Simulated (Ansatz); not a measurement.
Here is the system:

SiO$_{2}$:
```yaml
crystal:
  lattice:
    - [0.00000, 4.39571, -2.48884]
    - [0.00000, 4.39571, 2.48884]
    - [8.29509, 0.00000, 0.00000]
  atoms:
    - { symbol: Si, position: [0.33999, 0.33096, 0.93731] }
    - { symbol: Si, position: [0.66904, 0.66001, 0.06269] }
    - { symbol: Si, position: [0.33999, 0.33096, 0.56269] }
    - { symbol: Si, position: [0.66904, 0.66001, 0.43731] }
    - { symbol: O, position: [0.60322, 0.39678, 0.00000] }
    - { symbol: O, position: [0.60322, 0.39678, 0.50000] }
    - { symbol: O, position: [0.46320, 0.96864, 0.54185] }
    - { symbol: O, position: [0.03136, 0.53680, 0.45815] }
    - { symbol: O, position: [0.46320, 0.96864, 0.95815] }
    - { symbol: O, position: [0.03136, 0.53680, 0.04185] }
    - { symbol: O, position: [0.57737, 0.73692, 0.25000] }
    - { symbol: O, position: [0.26308, 0.42263, 0.75000] }
```

This is the r²SCAN-relaxed structure. Cartesian axes are those of the cell as given.

All from the program Ansatz at the r²SCAN level (PAW), unless another level is named. Give the electronic dielectric constant ε∞ (DFPT).

2.14 (xx), 2.13 (yy), 2.13 (zz).

And the static dielectric constant ε0 (ions relaxed, cell fixed)?

3.80 (xx), 3.80 (yy), 3.68 (zz).

Give the Bader charges.

Si +3.37, O -1.69 to -1.68 e.

Space group Ama2. The workflow started from a Materials Project entry (that database holds measured and hypothetical structures alike); the Crystallography Open Database copy checked does not list it. It is not the phase usual at ambient conditions (space group No. 92, 152, 154). Symmetry was held in the r²SCAN relaxation; its stability against distortions is not shown here.

Potentials: the later of the program's two PAW sets.
